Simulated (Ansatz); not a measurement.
NiS$_{2}$ in space group P2_1/c (No. 14; Ni on 2a, S on 4e), DFT-r²SCAN in the program Ansatz with PAW potentials, all energies at zero smearing, with the estimated change up to a 700 eV cutoff added, with one set of potentials and settings (totals compare only within such a set). Cell of 6 atoms (2 Ni, 4 S): -15315.873 eV.

```csv
element,reference phase,E (eV/atom)
Ni,"Fm-3m, 1 atoms in the cell, spin-polarised",-5845.2921
S,"P2/c, 32 atoms in the cell",-905.8150
```

Formation energy per atom, worked out: (-15315.873 − 2×(-5845.2921) − 4×(-905.8150))/6 = -0.338 eV/atom (-33 kJ per mol of atoms), at 0 K, without zero-point energy or fitted corrections.

The first step of the workflow began from a Materials Project structure, measured or hypothetical; the Crystallography Open Database copy checked does not list it. COD files the formula under space group No. 205, so this cell is another polymorph or a model. Its standing as an ambient phase is unchecked. The r²SCAN relaxation kept the symmetry of its start; whether a distortion lowers the energy is not shown. The run is not spin-polarised. A crystal of weakly bound layers computed without a dispersion correction: the cell and the soft elastic constants depend strongly on that. The references are the lowest solids computed at this level, not always the standard phases.

Potentials: the earlier of the program's two PAW sets.
